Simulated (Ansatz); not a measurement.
The cell below belongs to a search over invented structures; it isn't taken from experiment.

Input and command of a plane-wave DFT calculation in Ansatz:

```yaml
crystal:
  lattice:
    - [6.019531049, -3.4749318049, 0.0]
    - [6.019531049, 3.4749318049, 0.0]
    - [0.0, 0.0, 6.5235441078]
  atoms:
    - { symbol: Mg, position: [0.1644397591, 0.8355602409, 0.5005452808] }
    - { symbol: Mg, position: [0.8355602409, 0.1644397591, 0.0005452808] }
    - { symbol: Cd, position: [0.5041963935, 0.1658136606, 0.5011509637] }
    - { symbol: Cd, position: [0.4958036065, 0.8341863394, 0.0011509637] }
    - { symbol: Cd, position: [0.8341863394, 0.4958036065, 0.5011509637] }
    - { symbol: Cd, position: [0.1658136606, 0.5041963935, 0.0011509637] }
    - { symbol: S, position: [0.5094679041, 0.167360485, 0.1189488502] }
    - { symbol: S, position: [0.4905320959, 0.832639515, 0.6189488502] }
    - { symbol: S, position: [0.1551752031, 0.8448247969, 0.1342550912] }
    - { symbol: S, position: [0.8448247969, 0.1551752031, 0.6342550912] }
    - { symbol: S, position: [0.832639515, 0.4905320959, 0.1189488502] }
    - { symbol: S, position: [0.167360485, 0.5094679041, 0.6189488502] }
basis:
  ecutwfc: 420
kpoints:
  mp_grid: { grid: [6, 6, 4] }
hamiltonian:
  xc: pbe
scf:
  occupations: { method: gaussian, width: 0.02 }
output:
  forces: true
  stress: true
  eigenvalues: true
relax:
  adjacent_minimum: "off"
  f_tol: 0.01
  max_steps: 30
  cell: { stress_tol: 0.1, fix: [volume] }
```

```bash
ansatz run input.yaml --threads 1 --pin off --max-ram 2560MiB --backend cpu --events-out ev --progress --plain --runs-dir out
```

Processor: AMD EPYC (Zen 3), 1 thread, on a host shared with other jobs.

Question: How long does it run, and how much memory does it take?

Answer: About 6.4 min, peak memory 0.9 GiB. It solves 82 bands at 39 k points (after reduction by symmetry) with about 5355 plane waves, in 18 SCF iterations over 4 ionic steps.
